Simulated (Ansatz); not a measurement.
# Bond compression in Sn

```yaml
crystal:
  lattice:
    - [0.00000, 3.23334, 3.23334]
    - [3.23334, 0.00000, 3.23334]
    - [3.23334, 3.23334, 0.00000]
  atoms:
    - { symbol: Sn, position: [0.00000, 0.00000, 0.00000] }
    - { symbol: Sn, position: [0.25000, 0.25000, 0.25000] }
```

The cell is entry 7222459 of the Crystallography Open Database, unrelaxed.

Its shortest bond, of 2.800 Å between atom 1 (Sn) and the nearest image of atom 2 (Sn), is scaled by moving both atoms along it, with the cell held. The force apart is half the difference of the two atoms' forces along the bond; it holds the pull and push of their other neighbours too.

All numbers are PBEsol results (scalar-relativistic) from Ansatz 0.2.0, with a Γ-centred 8×8×8 k mesh, Fermi–Dirac smearing of 0.05 eV, no spin polarisation. Methods: LAPW: all electrons, basis error target 1 meV/atom; PAW: frozen-core files, cutoff 420 eV; crystal datasets: all electrons, by PAW datasets that the program makes for each cell; PAW (cutoff 800 eV): frozen-core files, cutoff 800 eV.

Energies are extrapolated to zero smearing and count from the unscaled cell; pressure is positive in compression; gaps take the mesh and a band path. No temperature or zero-point motion is included.

Spin–orbit coupling is left out, which matters for the heavy atoms. The PAW files were made under PBE.

| bond (Å) | force apart (eV/Å) | P LAPW (GPa) | ΔE LAPW (eV/atom) | P PAW − LAPW (GPa) | ΔE PAW − LAPW (meV/atom) | force PAW − LAPW (eV/Å) |
| --- | --- | --- | --- | --- | --- | --- |
| 2.800 | 0.00 | 1.53 | 0.000 | 0.00 | 0.0 | 0.000 |
| 2.296 | 8.10 | 9.25 | 0.817 | 0.02 | 1.0 | 0.016 |
| 2.128 | 14.53 | 18.05 | 1.741 | 0.05 | 2.8 | 0.033 |
| 1.792 | 45.57 | ? | 6.292 | 0.33 | 25.7 | 0.279 |
| 1.624 | 83.90 | 104.9 | ? | -0.28 | 37.4 | -0.100 |

Task: Give the missing entry: row "1.792", column "P LAPW (GPa)".

Result: 59.3.

Task: What belongs in the row "1.624", column "ΔE LAPW (eV/atom)"?

Result: 11.545.

Task: At the last bond length, how far do crystal datasets and PAW (cutoff 800 eV) lie from LAPW in pressure and in the largest force component?

Result: crystal datasets: +0.01 GPa, 0.003 eV/Å; PAW (cutoff 800 eV): -0.39 GPa, 0.104 eV/Å, on a LAPW pressure of 104.9 GPa.

Task: How do the Löwdin populations by LAPW change from the unscaled cell to the last row, on the two atoms of the bond?

Result: Sn1 4s 1.99 → 1.93, Sn1 5s 1.38 → 1.31, Sn1 5p 2.64 → 2.78, Sn2 4s 1.99 → 1.93, Sn2 5s 1.38 → 1.31, Sn2 5p 2.64 → 2.78 electrons an atom. These are projections on the shells that the free atoms fill; 0.04 e a cell lies outside them at the start and 0.10 e at the end.
